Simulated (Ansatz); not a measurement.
**Calculated with Ansatz: Cs2CdSn, relaxation**

Input:

```yaml
crystal:
  lattice:
    - [5.747021, 0.0, 0.0]
    - [-2.87351, 4.97707, 0.0]
    - [0.0, 0.0, 11.644915]
  atoms:
    - { symbol: Cs, position: [0.3333, 0.6667, 0.4184] }
    - { symbol: Cs, position: [0.6666, 0.3333, 0.9184] }
    - { symbol: Cs, position: [0.3333, 0.6667, 0.0816] }
    - { symbol: Cs, position: [0.6667, 0.3334, 0.5816] }
    - { symbol: Cd, position: [0.0, 0.0, 0.25] }
    - { symbol: Cd, position: [0.0, 0.0, 0.75] }
    - { symbol: Sn, position: [0.3333, 0.6667, 0.75] }
    - { symbol: Sn, position: [0.6666, 0.3333, 0.25] }
  symmetry: { tolerance: 0.0003 }
kpoints:
  mp_grid: { grid: [7, 7, 3], shift: [0, 0, 0] }
magnetization:
  spin_polarized: false
scf:
  occupations: { method: fermi_dirac, width: 0.1109 }
  lower_state_search: "off"
hamiltonian:
  pseudopotentials: { kind: paw }
  xc: r2scan
basis:
  ecutwfc: 500
  fft_grid_basis: typed
relax:
  max_steps: 60
  cell: { p_target: 0.0 }
output:
  forces: true
  stress: true
  eigenvalues: true
  bader: true
  populations: true
  elf: true
  write_potential: true
  volumetric_format: npy
  dos:
    e_range: [-12, 8]
    de: 0.05
    projected: { site_lists: { Cd: [Cd], Cs: [Cs], Sn: [Sn] } }
checkpoint:
  read: saved_state
```

Run with:

```bash
ansatz run input.yaml --threads 2 --pin off --max-ram 3584MiB --backend cpu --events-out ev --progress --plain --runs-dir out
```

Origin of the cell: a known structure type with other elements, at an estimated volume, so it need not be a known compound.

The saved state is a converged single point of the same cell.

Steps («new basis» is an SCF on plane waves selected anew at the same cell):

```json
{"step": "1", "ΔF (meV/atom)": "0.0", "max force component (eV/Å)": "0.110", "P (GPa)": "0.63", "volume (Å³)": "333.08", "SCF iterations": "6", "step was": "accepted"}
{"step": "2", "ΔF (meV/atom)": "-35.7", "max force component (eV/Å)": "0.012", "P (GPa)": "0.20", "volume (Å³)": "340.71", "SCF iterations": "7", "step was": "accepted"}
{"step": "3", "ΔF (meV/atom)": "-59.7", "max force component (eV/Å)": "0.030", "P (GPa)": "0.14", "volume (Å³)": "342.03", "SCF iterations": "7", "step was": "accepted"}
{"step": "4", "ΔF (meV/atom)": "-73.7", "max force component (eV/Å)": "0.025", "P (GPa)": "0.23", "volume (Å³)": "343.12", "SCF iterations": "7", "step was": "accepted"}
{"step": "5", "ΔF (meV/atom)": "-80.1", "max force component (eV/Å)": "0.067", "P (GPa)": "-0.07", "volume (Å³)": "353.32", "SCF iterations": "7", "step was": "accepted"}
{"step": "6", "ΔF (meV/atom)": "-83.0", "max force component (eV/Å)": "0.043", "P (GPa)": "0.11", "volume (Å³)": "358.73", "SCF iterations": "7", "step was": "accepted"}
{"step": "7", "ΔF (meV/atom)": "-83.2", "max force component (eV/Å)": "0.010", "P (GPa)": "0.03", "volume (Å³)": "360.03", "SCF iterations": "6", "step was": "accepted"}
{"step": "8", "ΔF (meV/atom)": "-84.9", "max force component (eV/Å)": "0.010", "P (GPa)": "0.06", "volume (Å³)": "360.03", "SCF iterations": "7", "step was": "new basis"}
{"step": "9", "ΔF (meV/atom)": "-85.1", "max force component (eV/Å)": "0.014", "P (GPa)": "0.00", "volume (Å³)": "366.27", "SCF iterations": "8", "step was": "accepted"}
{"step": "10", "ΔF (meV/atom)": "-85.2", "max force component (eV/Å)": "0.002", "P (GPa)": "0.00", "volume (Å³)": "365.95", "SCF iterations": "7", "step was": "accepted"}
{"step": "11", "ΔF (meV/atom)": "-85.2", "max force component (eV/Å)": "0.000", "P (GPa)": "0.00", "volume (Å³)": "366.73", "SCF iterations": "8", "step was": "accepted"}
{"step": "12", "ΔF (meV/atom)": "-85.3", "max force component (eV/Å)": "0.000", "P (GPa)": "0.00", "volume (Å³)": "366.73", "SCF iterations": "5", "step was": "new basis"}
```

Step 1, with forces in eV/Å:

```xyz
8
Lattice="5.747 0.000 0.000 -2.874 4.977 0.000 0.000 0.000 11.645" Properties=species:S:1:pos:R:3:forces:R:3 pbc="T T T" step=1
Cs    0.000    3.318    4.872    0.000    0.000   -0.110
Cs    2.874    1.659   10.695    0.000    0.000   -0.110
Cs    0.000    3.318    0.950    0.000    0.000    0.110
Cs    2.874    1.659    6.773    0.000    0.000    0.110
Cd    0.000    0.000    2.911    0.000    0.000    0.000
Cd    0.000    0.000    8.734    0.000    0.000    0.000
Sn    0.000    3.318    8.734    0.000    0.000    0.000
Sn    2.874    1.659    2.911    0.000    0.000    0.000
```

Step 2, with forces in eV/Å:

```xyz
8
Lattice="5.676 0.000 0.000 -2.838 4.915 0.000 0.000 0.000 12.213" Properties=species:S:1:pos:R:3:forces:R:3 pbc="T T T" step=2
Cs    0.000    3.277    5.081    0.000    0.000   -0.012
Cs    2.838    1.638   11.187    0.000    0.000   -0.012
Cs    0.000    3.277    1.025    0.000    0.000    0.012
Cs    2.838    1.638    7.132    0.000    0.000    0.012
Cd    0.000    0.000    3.053    0.000    0.000    0.000
Cd    0.000    0.000    9.159    0.000    0.000    0.000
Sn    0.000    3.277    9.159    0.000    0.000    0.000
Sn    2.838    1.638    3.053    0.000    0.000    0.000
```

Step 3, with forces in eV/Å:

```xyz
8
Lattice="5.559 0.000 0.000 -2.780 4.814 0.000 0.000 0.000 12.780" Properties=species:S:1:pos:R:3:forces:R:3 pbc="T T T" step=3
Cs    0.000    3.209    5.317    0.000    0.000   -0.030
Cs    2.780    1.605   11.707    0.000    0.000   -0.030
Cs    0.000    3.209    1.073    0.000    0.000    0.030
Cs    2.780    1.605    7.463    0.000    0.000    0.030
Cd    0.000    0.000    3.195    0.000    0.000    0.000
Cd    0.000    0.000    9.585    0.000    0.000    0.000
Sn    0.000    3.209    9.585    0.000    0.000    0.000
Sn    2.780    1.605    3.195    0.000    0.000    0.000
```

Step 4, with forces in eV/Å:

```xyz
8
Lattice="5.448 0.000 0.000 -2.724 4.718 0.000 0.000 0.000 13.348" Properties=species:S:1:pos:R:3:forces:R:3 pbc="T T T" step=4
Cs    0.000    3.146    5.534    0.000    0.000   -0.025
Cs    2.724    1.573   12.208    0.000    0.000   -0.025
Cs    0.000    3.146    1.140    0.000    0.000    0.025
Cs    2.724    1.573    7.814    0.000    0.000    0.025
Cd    0.000    0.000    3.337    0.000    0.000    0.000
Cd    0.000    0.000   10.011    0.000    0.000    0.000
Sn    0.000    3.146   10.011    0.000    0.000    0.000
Sn    2.724    1.573    3.337    0.000    0.000    0.000
```

Step 5, with forces in eV/Å:

```xyz
8
Lattice="5.412 0.000 0.000 -2.706 4.687 0.000 0.000 0.000 13.930" Properties=species:S:1:pos:R:3:forces:R:3 pbc="T T T" step=5
Cs    0.000    3.124    5.751    0.000    0.000   -0.067
Cs    2.706    1.562   12.716    0.000    0.000   -0.067
Cs    0.000    3.124    1.214    0.000    0.000    0.067
Cs    2.706    1.562    8.179    0.000    0.000    0.067
Cd    0.000    0.000    3.483    0.000    0.000    0.000
Cd    0.000    0.000   10.448    0.000    0.000    0.000
Sn    0.000    3.124   10.448    0.000    0.000    0.000
Sn    2.706    1.562    3.483    0.000    0.000    0.000
```

Step 6, with forces in eV/Å:

```xyz
8
Lattice="5.349 0.000 0.000 -2.674 4.632 0.000 0.000 0.000 14.479" Properties=species:S:1:pos:R:3:forces:R:3 pbc="T T T" step=6
Cs    0.000    3.088    5.893    0.000    0.000    0.043
Cs    2.674    1.544   13.132    0.000    0.000    0.043
Cs    0.000    3.088    1.346    0.000    0.000   -0.043
Cs    2.674    1.544    8.586    0.000    0.000   -0.043
Cd    0.000    0.000    3.620    0.000    0.000    0.000
Cd    0.000    0.000   10.859    0.000    0.000    0.000
Sn    0.000    3.088   10.859    0.000    0.000    0.000
Sn    2.674    1.544    3.620    0.000    0.000    0.000
```

Step 12, with forces in eV/Å:

```xyz
8
Lattice="5.321 0.000 0.000 -2.661 4.608 0.000 0.000 0.000 14.956" Properties=species:S:1:pos:R:3:forces:R:3 pbc="T T T" step=12
Cs    0.000    3.072    6.061    0.000    0.000    0.000
Cs    2.661    1.536   13.539    0.000    0.000    0.000
Cs    0.000    3.072    1.417    0.000    0.000    0.000
Cs    2.661    1.536    8.895    0.000    0.000    0.000
Cd    0.000    0.000    3.739    0.000    0.000    0.000
Cd    0.000    0.000   11.217    0.000    0.000    0.000
Sn    0.000    3.072   11.217    0.000    0.000    0.000
Sn    2.661    1.536    3.739    0.000    0.000    0.000
```

| Property | Result |
| --- | --- |
| Free energy lowered by | 85.3 meV/atom |
| Volume change | 10.10 % |
| Final pressure | 0.00 GPa |
| Relaxation steps listed | 12 |

Caveats: no dispersion correction, so spacings can come out too large where layers or molecules are weakly bound; the relaxation held the start's symmetry, so the end may be a saddle point.

Time: 7 min on 2 threads of Arm Neoverse V1, on a shared host, peak memory 1.6 GiB, from a saved density.
